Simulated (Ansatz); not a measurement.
Relaxation of a generated cell, WC placed in the AFLOW prototype AB_oP8_62_c_c (B16, as in GeS); 8 atoms in the cell, which starts as Pnma (No. 62), oP8; a = 8.7492 Å, b = 3.0564 Å, c = 3.6021 Å, α = β = γ = 90.00°. All values below come from PBE (plane waves to 420 eV, PAW, scalar-relativistic; Ansatz, a first-principles code). Γ-centred k-mesh 3×8×7 on the run's cell (coarser than for final values), Fermi–Dirac smearing 0.05 eV. This is the first round of the run. 

The optimiser's lines from the output (shortened; P is positive under compression):

```
relax step   1: F+E_penalty+E_count = -42541.93259816 eV  Δ(F+E_penalty+E_count) = +0.000e0 eV  max|allowed force component| = 8.505e-1 eV/Å  Δτ_max = 0.0000 Å  P = -26.666 GPa  Ω = 96.323 Å³  (8 SCF iters, dr2 threshold 1.00e-7 eV, accepted)
relax step   2: F+E_penalty+E_count = -42543.51531533 eV  Δ(F+E_penalty+E_count) = -1.583e0 eV  max|allowed force component| = 1.109e0 eV/Å  Δτ_max = 0.0631 Å  P = -1.161 GPa  Ω = 86.234 Å³  (6 SCF iters, dr2 threshold 8.00e-7 eV, accepted)
relax step   3: F+E_penalty+E_count = -42544.38346468 eV  Δ(F+E_penalty+E_count) = -8.681e-1 eV  max|allowed force component| = 1.061e0 eV/Å  Δτ_max = 0.1125 Å  P = +9.092 GPa  Ω = 82.741 Å³  (6 SCF iters, dr2 threshold 8.00e-7 eV, accepted)
relax step   4: F+E_penalty+E_count = -42545.03341359 eV  Δ(F+E_penalty+E_count) = -6.499e-1 eV  max|allowed force component| = 5.446e-1 eV/Å  Δτ_max = 0.1414 Å  P = +7.298 GPa  Ω = 82.622 Å³  (6 SCF iters, dr2 threshold 8.00e-7 eV, accepted)
relax step   5: F+E_penalty+E_count = -42545.08738618 eV  Δ(F+E_penalty+E_count) = -5.397e-2 eV  max|allowed force component| = 1.216e0 eV/Å  Δτ_max = 0.1839 Å  P = +5.676 GPa  Ω = 83.118 Å³  (6 SCF iters, dr2 threshold 8.00e-7 eV, accepted)
relax step   6: F+E_penalty+E_count = -42545.24170958 eV  Δ(F+E_penalty+E_count) = -1.543e-1 eV  max|allowed force component| = 2.032e-1 eV/Å  Δτ_max = 0.0639 Å  P = -3.372 GPa  Ω = 84.910 Å³  (6 SCF iters, dr2 threshold 8.00e-7 eV, accepted)
relax step   7: F+E_penalty+E_count = -42545.26389842 eV  Δ(F+E_penalty+E_count) = -2.219e-2 eV  max|allowed force component| = 1.397e-2 eV/Å  Δτ_max = 0.0345 Å  P = -0.031 GPa  Ω = 84.141 Å³  (6 SCF iters, dr2 threshold 8.00e-7 eV, accepted)
relax step   8: F+E_penalty+E_count = -42545.26484044 eV  Δ(F+E_penalty+E_count) = -9.420e-4 eV  max|allowed force component| = 5.222e-3 eV/Å  Δτ_max = 0.0027 Å  P = -0.056 GPa  Ω = 84.145 Å³  (6 SCF iters, dr2 threshold 8.00e-7 eV, accepted)
relax step   9: F+E_penalty+E_count = -42545.26485198 eV  Δ(F+E_penalty+E_count) = -1.155e-5 eV  max|allowed force component| = 8.391e-3 eV/Å  Δτ_max = 0.0017 Å  P = +0.059 GPa  Ω = 84.129 Å³  (6 SCF iters, dr2 threshold 1.32e-7 eV, rejected (line search))
relax step  10: F+E_penalty+E_count = -42545.26489625 eV  Δ(F+E_penalty+E_count) = -5.582e-5 eV  max|allowed force component| = 8.193e-4 eV/Å  Δτ_max = 0.0006 Å  P = -0.012 GPa  Ω = 84.136 Å³  (7 SCF iters, accepted)
relax step  11: F+E_penalty+E_count = -42545.26490221 eV  Δ(F+E_penalty+E_count) = -5.958e-6 eV  max|allowed force component| = 1.401e-4 eV/Å  Δτ_max = 0.0001 Å  P = +0.002 GPa  Ω = 84.134 Å³  (6 SCF iters, dr2 threshold 7.90e-9 eV, accepted)
relax step  12: F+E_penalty+E_count = -42545.25921576 eV  Δ(F+E_penalty+E_count) = +5.686e-3 eV  max|allowed force component| = 6.334e-4 eV/Å  Δτ_max = 0.0000 Å  P = -0.054 GPa  Ω = 84.134 Å³  stress off target by 1.40e-1 GPa  SCF on the basis re-selected at this cell (its energy is not comparable with the rows above)  (6 SCF iters)
relax step  13: F+E_penalty+E_count = -42545.25924471 eV  Δ(F+E_penalty+E_count) = -2.894e-5 eV  max|allowed force component| = 4.876e-4 eV/Å  Δτ_max = 0.0002 Å  P = +0.004 GPa  Ω = 84.122 Å³  (6 SCF iters, dr2 threshold 4.88e-8 eV, accepted)
relax step  14: F+E_penalty+E_count = -42545.25921480 eV  Δ(F+E_penalty+E_count) = +2.991e-5 eV  max|allowed force component| = 4.866e-4 eV/Å  Δτ_max = 0.0000 Å  P = +0.004 GPa  Ω = 84.122 Å³  stress off target by 5.51e-3 GPa  SCF on the basis re-selected at this cell (its energy is not comparable with the rows above)  (8 SCF iters)
```

From the first to the last row the energy changes by -0.42 eV/atom and the volume by -12.7 %. The last row is marked as not comparable with the walk above it, whose basis was carried along; it does compare with step 1, since both stand on a basis selected at the nominal cutoff for their own cell.

Step 9 was rejected by the optimiser.

Later rounds, restarted from the end of this one on a renewed k-mesh, logged 14 more steps and released under 0.01 eV/atom more. The final structure after all rounds: P4/nmm, origin choice 1 (No. 129), tP4; a = b = 3.063 Å, c = 4.488 Å, α = β = γ = 90.00°. Between re-selections the logged energies stand on a plane-wave basis carried along with the cell. No spin polarisation in the result.

The run could not lose the symmetry of its start: the end is stationary, and may be a saddle point rather than a minimum.

The relaxed structure here is a generated cell of WC: the first start was made by placing the elements on the sites of a structure type, and the end was not matched to a known phase here, so it may be hypothetical. Known forms of WC include space group No. 187.
